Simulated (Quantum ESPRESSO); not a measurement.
# Os4TiPdInRh: finding a planted mistake in a log

Computed values, not a measurement. The program is pw.x of Quantum ESPRESSO 7.5 (plane-wave density functional theory). The cell is made up: eight metal atoms on a face-centred cubic lattice, with elements, volume, strain and displacements drawn at random and not relaxed, so it may be unstable or far from any real phase. PseudoDojo standard norm-conserving files set the functional (PBE unless stated); there is no spin polarisation or spin-orbit coupling, the Fermi-Dirac width of 0.25 eV means electrons at about 2900 K, and the masses in the input are unused placeholders. Heavy elements are run without spin-orbit coupling, which real alloys of them have. A spin test at this wide smearing found no moment, but such smearing suppresses magnetism that the real alloy may have.

Intended input:

```
&control calculation='scf', pseudo_dir='./dojo.nc.sr.pbe.v0_5.standard.upf', outdir='./o', disk_io='minimal', tprnfor=.true., tstress=.true. /
&system ibrav=0, nat=8, ntyp=5, nbnd=79, ecutwfc=87.97787729, nosym=.true., tot_charge=0,
 occupations='smearing', smearing='fd', degauss=0.0183746611
/
&electrons conv_thr=1.470e-08, electron_maxstep=70, mixing_beta=0.5 /
ATOMIC_SPECIES
In 1.0 In.upf
Os 1.0 Os.upf
Pd 1.0 Pd.upf
Rh 1.0 Rh.upf
Ti 1.0 Ti.upf
CELL_PARAMETERS angstrom
0.0202 1.9843 2.0036
-3.9512 3.9071 -3.9862
-3.9641 -3.954 3.9522
ATOMIC_POSITIONS angstrom
Os -0.0536 0.0086 0.0163
Ti -3.9313 -1.9941 1.9517
Os -4.0527 -0.014 -0.0404
Pd -3.9462 1.9329 -1.9837
Os -1.8659 0.0965 1.9865
In -2.0458 1.9445 0.067
Rh -6.0176 -0.0305 2.0398
Os -5.9704 1.9433 -0.0525
K_POINTS automatic
8 4 4 1 1 1
```

The log is shortened where brackets say so; the opening notice, blank lines, dates and the lines on written files are dropped, and the path of the files is cut. It prints rydbergs, bohrs and kilobars, and counts compression as positive stress. Its total energy is the free energy E - TS of the whole cell.

Log of the intended run:

```
     Program PWSCF v.7.5
     Parallel version (MPI & OpenMP), running on       4 processor cores
     Number of MPI processes:                 4
     Threads/MPI process:                     1
     [start-up lines left out]
     bravais-lattice index     =            0
     lattice parameter (alat)  =       5.3290  a.u.
     unit-cell volume          =     841.3142 (a.u.)^3
     number of atoms/cell      =            8
     number of atomic types    =            5
     number of electrons       =       124.00
     number of Kohn-Sham states=           79
     kinetic-energy cutoff     =      87.9779  Ry
     charge density cutoff     =     351.9115  Ry
     scf convergence threshold =      1.5E-08
     mixing beta               =       0.5000
     number of iterations used =            8  plain     mixing
     Exchange-correlation= PBE
                           (   1   4   3   4   0   0   0)
     [axes and pseudopotential details left out]
   Cartesian axes
     site n.     atom                  positions (alat units)
         1        Os     tau(   1) = (  -0.0190073   0.0030497   0.0057802  )
         2        Ti     tau(   2) = (  -1.3940896  -0.7071336   0.6920980  )
         3        Os     tau(   3) = (  -1.4371396  -0.0049646  -0.0143264  )
         4        Pd     tau(   4) = (  -1.3993734   0.6854312  -0.7034456  )
         5        Os     tau(   5) = (  -0.6616722   0.0342201   0.7044385  )
         6        In     tau(   6) = (  -0.7254670   0.6895448   0.0237591  )
         7        Rh     tau(   7) = (  -2.1339185  -0.0108157   0.7233394  )
         8        Os     tau(   8) = (  -2.1171808   0.6891192  -0.0186172  )
     number of k points=    64  Fermi-Dirac smearing, width (Ry)=  0.0184
                       cart. coord. in units 2pi/alat
        k(    1) = (  -0.0895241   0.0449423   0.0443592), wk =   0.0312500
        k(    2) = (  -0.1785212   0.0006300   0.0891418), wk =   0.0312500
     [further k points left out]
     Dense  grid:    93735 G-vectors     FFT dimensions: (  32,  80,  80)
     Estimated max dynamical RAM per process >     416.49 MB
     Estimated total dynamical RAM >       1.56 GB
     Initial potential from superposition of free atoms
     starting charge     123.9929, renormalised to     124.0000
     Starting wfcs are   78 randomized atomic wfcs +    1 random wfcs
     total cpu time spent up to now is        7.5 secs
     per-process dynamical memory:   328.3 Mb
     Self-consistent Calculation
     iteration #  1     ecut=    87.98 Ry     beta= 0.50
     Davidson diagonalization with overlap
     ethr =  1.00E-02,  avg # of iterations =  3.0
     total cpu time spent up to now is       29.0 secs
     total energy              =   -1552.78332284 Ry
     estimated scf accuracy    <      20.58005120 Ry
     iteration #  2     ecut=    87.98 Ry     beta= 0.50
     Davidson diagonalization with overlap
     ethr =  1.00E-02,  avg # of iterations =  3.3
     total cpu time spent up to now is       54.2 secs
     total energy              =   -1555.68107629 Ry
     estimated scf accuracy    <     138.50073714 Ry
     [iterations 3 to 23 left out]
     iteration # 24     ecut=    87.98 Ry     beta= 0.50
     Davidson diagonalization with overlap
     ethr =  1.57E-10,  avg # of iterations =  1.0
     total cpu time spent up to now is      437.0 secs
     total energy              =   -1566.64851612 Ry
     estimated scf accuracy    <       0.00000002 Ry
     iteration # 25     ecut=    87.98 Ry     beta= 0.50
     Davidson diagonalization with overlap
     ethr =  1.25E-11,  avg # of iterations =  2.0
     total cpu time spent up to now is      454.2 secs
     End of self-consistent calculation
     [lines on levels left out]
!    total energy              =   -1566.64851611 Ry
     estimated scf accuracy    <       0.00000001 Ry
     smearing contrib. (-TS)   =      -0.12382560 Ry
     internal energy E=F+TS    =   -1566.52469051 Ry
     The total energy is F=E-TS. E is the sum of the following terms:
     one-electron contribution =    -342.84318608 Ry
     hartree contribution      =     253.89019555 Ry
     xc contribution           =    -302.76381066 Ry
     ewald contribution        =   -1174.80788931 Ry
     convergence has been achieved in  25 iterations
     Forces acting on atoms (cartesian axes, Ry/au):
     atom    1 type  2   force =     0.06654924    0.00866558   -0.00022487
     atom    2 type  5   force =     0.02306805    0.03045145   -0.02423982
     atom    3 type  2   force =    -0.04808995   -0.05225015    0.05795579
     atom    4 type  3   force =    -0.05006480    0.01072788   -0.00225209
     atom    5 type  2   force =    -0.04950965   -0.05473703    0.03671772
     atom    6 type  1   force =     0.00205701    0.02730907   -0.03844417
     atom    7 type  4   force =     0.05483655    0.03217537   -0.04830981
     atom    8 type  2   force =     0.00115355   -0.00234217    0.01879726
     Total force =     0.182590     Total SCF correction =     0.000553
     Computing stress (Cartesian axis) and pressure
          total   stress  (Ry/bohr**3)                   (kbar)     P=      -34.84
  -0.00023926  -0.00000807  -0.00015046          -35.20       -1.19      -22.13
  -0.00000807  -0.00020207   0.00005310           -1.19      -29.73        7.81
  -0.00015046   0.00005310  -0.00026916          -22.13        7.81      -39.59
     init_run     :      6.95s CPU      7.21s WALL (       1 calls)
     electrons    :    436.15s CPU    446.70s WALL (       1 calls)
     forces       :      2.72s CPU      2.74s WALL (       1 calls)
     stress       :      8.99s CPU      9.24s WALL (       1 calls)
     [timing details left out]
     PWSCF        :   7m35.15s CPU   7m46.25s WALL
     JOB DONE.
```

A second run was made from an input with one planted mistake. Its log:

```
     Program PWSCF v.7.5
     Parallel version (MPI & OpenMP), running on       4 processor cores
     Number of MPI processes:                 4
     Threads/MPI process:                     1
     [start-up lines left out]
     bravais-lattice index     =            0
     lattice parameter (alat)  =       5.3290  a.u.
     unit-cell volume          =     841.3142 (a.u.)^3
     number of atoms/cell      =            8
     number of atomic types    =            5
     number of electrons       =       124.00
     number of Kohn-Sham states=           79
     kinetic-energy cutoff     =      87.9779  Ry
     charge density cutoff     =     351.9115  Ry
     scf convergence threshold =      1.5E-08
     mixing beta               =       0.5000
     number of iterations used =            8  plain     mixing
     Exchange-correlation= PBE
                           (   1   4   3   4   0   0   0)
     [axes and pseudopotential details left out]
   Cartesian axes
     site n.     atom                  positions (alat units)
         1        Os     tau(   1) = (  -0.0190073   0.0030497   0.0057802  )
         2        Ti     tau(   2) = (  -1.3940896  -0.7071336   0.6920980  )
         3        Os     tau(   3) = (  -1.4371396  -0.0049646  -0.0143264  )
         4        Pd     tau(   4) = (  -1.4454730   0.6854312  -0.7034456  )
         5        Os     tau(   5) = (  -0.6616722   0.0342201   0.7044385  )
         6        In     tau(   6) = (  -0.7254670   0.6895448   0.0237591  )
         7        Rh     tau(   7) = (  -2.1339185  -0.0108157   0.7233394  )
         8        Os     tau(   8) = (  -2.1171808   0.6891192  -0.0186172  )
     number of k points=    64  Fermi-Dirac smearing, width (Ry)=  0.0184
                       cart. coord. in units 2pi/alat
        k(    1) = (  -0.0895241   0.0449423   0.0443592), wk =   0.0312500
        k(    2) = (  -0.1785212   0.0006300   0.0891418), wk =   0.0312500
     [further k points left out]
     Dense  grid:    93735 G-vectors     FFT dimensions: (  32,  80,  80)
     Estimated max dynamical RAM per process >     416.49 MB
     Estimated total dynamical RAM >       1.56 GB
     Initial potential from superposition of free atoms
     starting charge     123.9929, renormalised to     124.0000
     Starting wfcs are   78 randomized atomic wfcs +    1 random wfcs
     total cpu time spent up to now is        7.5 secs
     per-process dynamical memory:   328.3 Mb
     Self-consistent Calculation
     iteration #  1     ecut=    87.98 Ry     beta= 0.50
     Davidson diagonalization with overlap
     ethr =  1.00E-02,  avg # of iterations =  3.0
     total cpu time spent up to now is       28.3 secs
     total energy              =   -1552.97423540 Ry
     estimated scf accuracy    <      20.35718203 Ry
     iteration #  2     ecut=    87.98 Ry     beta= 0.50
     Davidson diagonalization with overlap
     ethr =  1.00E-02,  avg # of iterations =  3.2
     total cpu time spent up to now is       52.8 secs
     total energy              =   -1556.30427632 Ry
     estimated scf accuracy    <     131.82239743 Ry
     [iterations 3 to 22 left out]
     iteration # 23     ecut=    87.98 Ry     beta= 0.50
     Davidson diagonalization with overlap
     ethr =  1.23E-11,  avg # of iterations =  2.0
     total cpu time spent up to now is      421.2 secs
     total energy              =   -1566.65410706 Ry
     estimated scf accuracy    <       0.00000003 Ry
     iteration # 24     ecut=    87.98 Ry     beta= 0.50
     Davidson diagonalization with overlap
     ethr =  1.23E-11,  avg # of iterations =  1.4
     total cpu time spent up to now is      437.4 secs
     End of self-consistent calculation
     [lines on levels left out]
!    total energy              =   -1566.65410706 Ry
     estimated scf accuracy    <          4.8E-09 Ry
     smearing contrib. (-TS)   =      -0.12316477 Ry
     internal energy E=F+TS    =   -1566.53094229 Ry
     The total energy is F=E-TS. E is the sum of the following terms:
     one-electron contribution =    -344.90555764 Ry
     hartree contribution      =     254.90465398 Ry
     xc contribution           =    -302.77306406 Ry
     ewald contribution        =   -1173.75697458 Ry
     convergence has been achieved in  24 iterations
     Forces acting on atoms (cartesian axes, Ry/au):
     atom    1 type  2   force =     0.06499811    0.00693225    0.00208926
     atom    2 type  5   force =     0.01975514    0.02982007   -0.02357277
     atom    3 type  2   force =    -0.04990133   -0.05084629    0.05631719
     atom    4 type  3   force =     0.00542284    0.00848786   -0.00529918
     atom    5 type  2   force =    -0.06106084   -0.04817699    0.02938285
     atom    6 type  1   force =    -0.00908068    0.03571526   -0.04470573
     atom    7 type  4   force =     0.04098097    0.02476992   -0.03911257
     atom    8 type  2   force =    -0.01111421   -0.00670207    0.02490095
     Total force =     0.171376     Total SCF correction =     0.000381
     Computing stress (Cartesian axis) and pressure
          total   stress  (Ry/bohr**3)                   (kbar)     P=      -31.81
  -0.00018533  -0.00002087  -0.00012648          -27.26       -3.07      -18.61
  -0.00002087  -0.00020314   0.00005931           -3.07      -29.88        8.73
  -0.00012648   0.00005931  -0.00026031          -18.61        8.73      -38.29
     init_run     :      7.03s CPU      7.33s WALL (       1 calls)
     electrons    :    420.52s CPU    429.82s WALL (       1 calls)
     forces       :      2.72s CPU      2.74s WALL (       1 calls)
     stress       :      9.08s CPU      9.30s WALL (       1 calls)
     [timing details left out]
     PWSCF        :   7m19.57s CPU   7m29.43s WALL
     JOB DONE.
```

Question: the log repeats what the program read. Compare it with the intended run: what was wrong in the second input?

Answer: one coordinate of one atom is wrong. The input lines that differ:

```
- Pd -3.9462 1.9329 -1.9837
+ Pd -4.0762 1.9329 -1.9837
```

|  | intended run | run with the mistake |
| --- | --- | --- |
| free energy (eV) | -21315.339 | -21315.415 |
| entropy term -TS, part of it (eV) | -1.685 | -1.676 |
| pressure (GPa) | -3.48 | -3.18 |
| size of the largest force component (eV/Å) | 1.711 | 1.671 |
| largest change of a force component (eV/Å) |  | 1.427 |
| iterations | 25 | 24 |

For scale, a rerun of the intended cell at a higher cutoff and on a denser mesh moved values by no more than 0.002 eV in energy, 0.07 GPa in stress and 0.011 eV/Å in force, and a second program with other atomic files agreed on that cell to 2 % rms in force and 0.5 GPa in pressure.